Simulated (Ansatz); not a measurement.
A distorted cell of NiO (rock salt):

```xyz
2
Lattice="0.0000 2.0943 2.0943 2.0943 0.0000 2.0943 2.0943 2.0943 0.0000" Properties=species:S:1:pos:R:3 pbc="T T T"
O      0.0000     0.0000     0.0000
Ni     2.0103     2.0943     2.0943
```

Calculation: r2SCAN (plane waves to 500 eV, PAW, scalar-relativistic; Ansatz, a quantum-chemistry and plane-wave program). k mesh 11×11×11 (Γ-centred), Fermi-Dirac smearing 0.05 eV. E stands for the smeared free energy. Stress and pressure are positive under compression. NiO is run spin-polarised and with no Hubbard U; the real compound is an antiferromagnetic insulator, a state that this run doesn't describe. NiO was relaxed with its symmetry unable to fall. Relaxed NiO ends ferromagnetic. The magnetic order is the one the run started from; other orders were not tried.

### Question
What forces act on the atoms (eV/Å, Cartesian)?

### Answer
```json
[
 {"atom": "O1", "Fx": "-0.333", "Fy": "0.000", "Fz": "0.000"},
 {"atom": "Ni2", "Fx": "0.333", "Fy": "0.000", "Fz": "0.000"}
]
```

### Question
What is the stress tensor (GPa)?

### Answer
```
    2.9      0.0      0.0
    0.0     -0.4      0.0
    0.0      0.0     -0.4
```
The pressure, a third of the trace, is 0.7 GPa.

### Question
In it atom 2 sits (-0.084, 0.000, 0.000) Å away from its relaxed site. What is its energy relative to the relaxed cell?

### Answer
13.0 meV/cell.

(For displaced atoms, the force is minus the slope of the energy, and its curvature is a force constant, which sets phonon frequencies.)
